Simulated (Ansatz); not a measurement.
# ScTaZn2: relaxation (Ansatz)

Run with:

```bash
ansatz run input.yaml --threads 2 --pin off --max-ram 2560MiB --backend cpu --events-out ev --progress --plain --runs-dir out
```

input.yaml:

```yaml
crystal:
  lattice:
    - [3.567927, 0.0, 0.0]
    - [-1.783963, 3.08992, 0.0]
    - [0.0, -2.059943, 6.613259]
  atoms:
    - { symbol: Ta, position: [0.5, 0.0, 0.5] }
    - { symbol: Sc, position: [0.0, 0.0, 0.0] }
    - { symbol: Zn, position: [0.119, 0.238, 0.357] }
    - { symbol: Zn, position: [0.881, 0.762, 0.643] }
  symmetry: { tolerance: 0.0003 }
kpoints:
  mp_grid: { grid: [6, 6, 6], shift: [0, 0, 0] }
magnetization:
  spin_polarized: false
scf:
  occupations: { method: cold, width: 0.2506 }
  lower_state_search: "off"
hamiltonian:
  pseudopotentials: { kind: paw }
  xc: pbe
basis:
  ecutwfc: 420
  fft_grid_basis: typed
relax:
  max_steps: 60
  cell: { p_target: 5.0 }
  f_tol: 0.03
output:
  forces: true
  stress: true
  eigenvalues: true
  bader: true
  populations: true
  elf: true
  write_potential: true
  volumetric_format: npy
  dos:
    e_range: [-12, 8]
    de: 0.05
    projected: { site_lists: { Sc: [Sc], Ta: [Ta], Zn: [Zn] } }
checkpoint:
  read: saved_state
```

Origin of the cell: a known structure type with other elements, at an estimated volume, so it need not be a known compound.

The saved state is a converged single point of the same cell.

Steps («new basis» is an SCF on plane waves selected anew at the same cell):

```
step  ΔH (meV/atom)  max force component (eV/Å)  P (GPa)  volume (Å³)  SCF iterations   step was
   1            0.0                       3.052    42.83        72.91               7   accepted
   2         -449.2                       0.831    17.32        83.70               8   accepted
   3         -547.7                       0.374     8.45        89.46               8   accepted
   4         -599.7                       0.139     4.32        91.61               8   accepted
   5         -676.4                       0.008     1.70        91.38               8   accepted
   6         -786.7                       0.256    -0.88        89.96               8   accepted
   7         -918.7                       0.643    -3.40        87.46               8   accepted
   8        -1102.9                       0.603    -1.66        80.86               8   accepted
   9        -1241.1                       0.252     3.83        73.58               9   accepted
  10        -1316.8                       0.441     6.81        67.89               9   accepted
  11        -1323.8                       0.261     7.83        66.33               8   accepted
  12        -1317.4                       0.533     0.76        68.94               7   rejected
  13        -1328.5                       0.039     5.16        67.75              10   accepted
  14        -1328.5                       0.001     4.99        67.89               6   accepted
  15        -1482.4                       0.024    13.14        67.89              10  new basis
  16        -1536.2                       0.051    10.77        68.71               6   accepted
  17        -1578.3                       0.007     7.49        70.05               6   accepted
  18        -1592.7                       0.008     5.68        70.77               7   accepted
  19        -1593.0                       0.016     4.92        71.25               6   accepted
  20        -1593.1                       0.002     5.03        71.19               5   accepted
  21        -1593.1                       0.000     5.00        71.22               5   accepted
  22        -1593.7                       0.000     5.03        71.22               8  new basis
  23        -1593.7                       0.000     5.00        71.23               4   accepted
  24        -1593.7                       0.000     5.00        71.23               5  new basis
```

Step 1, with forces in eV/Å:

```xyz
4
Lattice="3.568 0.000 0.000 -1.784 3.090 0.000 0.000 -2.060 6.613" Properties=species:S:1:pos:R:3:forces:R:3 pbc="T T T" step=1
Ta    1.784   -1.030    3.307    0.000    0.000    0.000
Sc    0.000    0.000    0.000    0.000    0.000    0.000
Zn    0.000    0.000    2.361    0.000    0.000   -3.052
Zn    1.784    1.030    4.252    0.000    0.000    3.052
```

Step 2, with forces in eV/Å:

```xyz
4
Lattice="3.746 0.000 0.000 -1.873 3.244 0.000 0.000 -2.163 6.886" Properties=species:S:1:pos:R:3:forces:R:3 pbc="T T T" step=2
Ta    1.873   -1.081    3.443    0.000    0.000    0.000
Sc    0.000    0.000    0.000    0.000    0.000    0.000
Zn    0.000    0.000    2.403    0.000    0.000   -0.831
Zn    1.873    1.081    4.483    0.000    0.000    0.831
```

Step 3, with forces in eV/Å:

```xyz
4
Lattice="3.785 0.000 0.000 -1.892 3.278 0.000 0.000 -2.185 7.212" Properties=species:S:1:pos:R:3:forces:R:3 pbc="T T T" step=3
Ta    1.892   -1.093    3.606    0.000    0.000    0.000
Sc    0.000    0.000    0.000    0.000    0.000    0.000
Zn    0.000    0.000    2.455    0.000    0.000   -0.374
Zn    1.892    1.093    4.757    0.000    0.000    0.374
```

Step 4, with forces in eV/Å:

```xyz
4
Lattice="3.748 0.000 0.000 -1.874 3.246 0.000 0.000 -2.164 7.530" Properties=species:S:1:pos:R:3:forces:R:3 pbc="T T T" step=4
Ta    1.874   -1.082    3.765    0.000    0.000    0.000
Sc    0.000    0.000    0.000    0.000    0.000    0.000
Zn    0.000    0.000    2.477    0.000    0.000   -0.139
Zn    1.874    1.082    5.053    0.000    0.000    0.139
```

Step 5, with forces in eV/Å:

```xyz
4
Lattice="3.666 0.000 0.000 -1.833 3.175 0.000 0.000 -2.116 7.852" Properties=species:S:1:pos:R:3:forces:R:3 pbc="T T T" step=5
Ta    1.833   -1.058    3.926    0.000    0.000    0.000
Sc    0.000    0.000    0.000    0.000    0.000    0.000
Zn    0.000    0.000    2.485    0.000    0.000   -0.008
Zn    1.833    1.058    5.367    0.000    0.000    0.008
```

Step 6, with forces in eV/Å:

```xyz
4
Lattice="3.564 0.000 0.000 -1.782 3.087 0.000 0.000 -2.058 8.176" Properties=species:S:1:pos:R:3:forces:R:3 pbc="T T T" step=6
Ta    1.782   -1.029    4.088    0.000    0.000    0.000
Sc    0.000    0.000    0.000    0.000    0.000    0.000
Zn    0.000    0.000    2.485    0.000    0.000    0.256
Zn    1.782    1.029    5.691    0.000    0.000   -0.256
```

Step 7, with forces in eV/Å:

```xyz
4
Lattice="3.447 0.000 0.000 -1.723 2.985 0.000 0.000 -1.990 8.500" Properties=species:S:1:pos:R:3:forces:R:3 pbc="T T T" step=7
Ta    1.723   -0.995    4.250    0.000    0.000    0.000
Sc    0.000    0.000    0.000    0.000    0.000    0.000
Zn    0.000    0.000    2.478    0.000    0.000    0.643
Zn    1.723    0.995    6.023    0.000    0.000   -0.643
```

Step 8, with forces in eV/Å:

```xyz
4
Lattice="3.273 0.000 0.000 -1.637 2.835 0.000 0.000 -1.890 8.715" Properties=species:S:1:pos:R:3:forces:R:3 pbc="T T T" step=8
Ta    1.637   -0.945    4.357    0.000    0.000    0.000
Sc    0.000    0.000    0.000    0.000    0.000    0.000
Zn    0.000    0.000    2.468    0.000    0.000    0.603
Zn    1.637    0.945    6.246    0.000    0.000   -0.603
```

Step 9, with forces in eV/Å:

```xyz
4
Lattice="3.095 0.000 0.000 -1.548 2.680 0.000 0.000 -1.787 8.869" Properties=species:S:1:pos:R:3:forces:R:3 pbc="T T T" step=9
Ta    1.548   -0.893    4.434    0.000    0.000    0.000
Sc    0.000    0.000    0.000    0.000    0.000    0.000
Zn    0.000    0.000    2.468    0.000    0.000    0.252
Zn    1.548    0.893    6.401    0.000    0.000   -0.252
```

Step 10, with forces in eV/Å:

```xyz
4
Lattice="2.925 0.000 0.000 -1.462 2.533 0.000 0.000 -1.689 9.163" Properties=species:S:1:pos:R:3:forces:R:3 pbc="T T T" step=10
Ta    1.462   -0.844    4.581    0.000    0.000    0.000
Sc    0.000    0.000    0.000    0.000    0.000    0.000
Zn    0.000    0.000    2.464    0.000    0.000    0.441
Zn    1.462    0.844    6.698    0.000    0.000   -0.441
```

Step 11, with forces in eV/Å:

```xyz
4
Lattice="2.873 0.000 0.000 -1.436 2.488 0.000 0.000 -1.659 9.281" Properties=species:S:1:pos:R:3:forces:R:3 pbc="T T T" step=11
Ta    1.436   -0.829    4.640    0.000    0.000    0.000
Sc    0.000    0.000    0.000    0.000    0.000    0.000
Zn    0.000    0.000    2.492    0.000    0.000    0.261
Zn    1.436    0.829    6.789    0.000    0.000   -0.261
```

Step 13, with forces in eV/Å:

```xyz
4
Lattice="2.898 0.000 0.000 -1.449 2.509 0.000 0.000 -1.673 9.317" Properties=species:S:1:pos:R:3:forces:R:3 pbc="T T T" step=13
Ta    1.449   -0.836    4.658    0.000    0.000    0.000
Sc    0.000    0.000    0.000    0.000    0.000    0.000
Zn    0.000    0.000    2.528    0.000    0.000    0.039
Zn    1.449    0.836    6.788    0.000    0.000   -0.039
```

Step 15, with forces in eV/Å:

```xyz
4
Lattice="2.900 0.000 0.000 -1.450 2.512 0.000 0.000 -1.675 9.318" Properties=species:S:1:pos:R:3:forces:R:3 pbc="T T T" step=15
Ta    1.450   -0.837    4.659    0.000    0.000    0.000
Sc    0.000    0.000    0.000    0.000    0.000    0.000
Zn    0.000    0.000    2.533    0.000    0.000    0.024
Zn    1.450    0.837    6.785    0.000    0.000   -0.024
```

Step 16, with forces in eV/Å:

```xyz
4
Lattice="2.880 0.000 0.000 -1.440 2.494 0.000 0.000 -1.663 9.566" Properties=species:S:1:pos:R:3:forces:R:3 pbc="T T T" step=16
Ta    1.440   -0.831    4.783    0.000    0.000    0.000
Sc    0.000    0.000    0.000    0.000    0.000    0.000
Zn    0.000    0.000    2.604    0.000    0.000   -0.051
Zn    1.440    0.831    6.962    0.000    0.000    0.051
```

Step 17, with forces in eV/Å:

```xyz
4
Lattice="2.860 0.000 0.000 -1.430 2.477 0.000 0.000 -1.651 9.890" Properties=species:S:1:pos:R:3:forces:R:3 pbc="T T T" step=17
Ta    1.430   -0.826    4.945    0.000    0.000    0.000
Sc    0.000    0.000    0.000    0.000    0.000    0.000
Zn    0.000    0.000    2.686    0.000    0.000   -0.007
Zn    1.430    0.826    7.204    0.000    0.000    0.007
```

Step 18, with forces in eV/Å:

```xyz
4
Lattice="2.831 0.000 0.000 -1.416 2.452 0.000 0.000 -1.635 10.194" Properties=species:S:1:pos:R:3:forces:R:3 pbc="T T T" step=18
Ta    1.416   -0.817    5.097    0.000    0.000    0.000
Sc    0.000    0.000    0.000    0.000    0.000    0.000
Zn    0.000    0.000    2.763    0.000    0.000   -0.008
Zn    1.416    0.817    7.431    0.000    0.000    0.008
```

Step 19, with forces in eV/Å:

```xyz
4
Lattice="2.834 0.000 0.000 -1.417 2.455 0.000 0.000 -1.636 10.242" Properties=species:S:1:pos:R:3:forces:R:3 pbc="T T T" step=19
Ta    1.417   -0.818    5.121    0.000    0.000    0.000
Sc    0.000    0.000    0.000    0.000    0.000    0.000
Zn    0.000    0.000    2.775    0.000    0.000    0.016
Zn    1.417    0.818    7.466    0.000    0.000   -0.016
```

Step 24, with forces in eV/Å:

```xyz
4
Lattice="2.833 0.000 0.000 -1.416 2.453 0.000 0.000 -1.635 10.252" Properties=species:S:1:pos:R:3:forces:R:3 pbc="T T T" step=24
Ta    1.416   -0.818    5.126    0.000    0.000    0.000
Sc    0.000    0.000    0.000    0.000    0.000    0.000
Zn    0.000    0.000    2.780    0.000    0.000    0.000
Zn    1.416    0.818    7.472    0.000    0.000    0.000
```

* Enthalpy lowered by: 1593.7 meV/atom
* Volume change: -2.30 %
* Final pressure: 5.00 GPa
* Relaxation steps listed: 24

Caveats: no moments, though an odd count or open d shells may carry them; no spin-orbit coupling, though heavy elements are present; the k mesh is coarse if the cell is a metal; the relaxation held the start's symmetry, so the end may be a saddle point; wide smearing.

Time: 69 s on 2 threads of Arm Neoverse V2 (shared host), peak memory 0.43 GiB, from a saved density.
